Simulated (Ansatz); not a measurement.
SnSe:
```yaml
crystal:
  lattice:
    - [11.51299, 0.00000, 0.00000]
    - [0.00000, 4.17432, 0.00000]
    - [0.00000, 0.00000, 4.37175]
  atoms:
    - { symbol: Sn, position: [0.61868, 0.75000, 0.40737] }
    - { symbol: Sn, position: [0.38132, 0.25000, 0.59263] }
    - { symbol: Sn, position: [0.88132, 0.25000, 0.90737] }
    - { symbol: Sn, position: [0.11868, 0.75000, 0.09263] }
    - { symbol: Se, position: [0.14265, 0.25000, 0.52278] }
    - { symbol: Se, position: [0.85735, 0.75000, 0.47722] }
    - { symbol: Se, position: [0.35735, 0.75000, 0.02278] }
    - { symbol: Se, position: [0.64265, 0.25000, 0.97722] }
```

Relaxed with PBE+D3(BJ). Special points in fractions of this cell's reciprocal vectors: Γ (0.000, 0.000, 0.000); X (0.500, 0.000, 0.000); S (0.500, 0.500, 0.000); Y (0.000, 0.500, 0.000); Z (0.000, 0.000, 0.500); U (0.500, 0.000, 0.500); R (0.500, 0.500, 0.500); T (0.000, 0.500, 0.500).

**Question.** List the band energies nearest the valence-band maximum at these points for plane-wave PAW PBE+D3(BJ) with spin–orbit coupling (Ansatz code).

**Answer.** In eV from the valence-band maximum; about four levels below and three above (degenerate sets whole), none deeper than 8.9 eV; points with the same levels are listed once.

| k | below | above |
|---|---|---|
| Γ | -0.76 -0.76 -0.62 -0.62 | 0.47 0.47 2.90 2.90 |
| X | -0.64 -0.64 -0.64 -0.64 | 2.46 2.46 2.46 2.46 |
| S | -0.93 -0.93 -0.93 -0.93 | 1.28 1.28 1.28 1.28 |
| Y | -0.68 -0.68 -0.68 -0.68 | 0.85 0.85 0.85 0.85 |
| Z | -0.32 -0.32 -0.32 -0.32 | 1.07 1.07 1.07 1.07 |
| U | -0.28 -0.28 -0.28 -0.28 | 1.04 1.04 1.04 1.04 |
| R | -1.65 -1.65 -1.65 -1.65 | 2.31 2.31 2.31 2.31 |
| T | -1.59 -1.59 -1.59 -1.59 | 2.52 2.52 2.52 2.52 |

Space group Pnma. Symmetry was held in the PBE+D3(BJ) relaxation.

Potentials: the later of the program's two PAW sets.
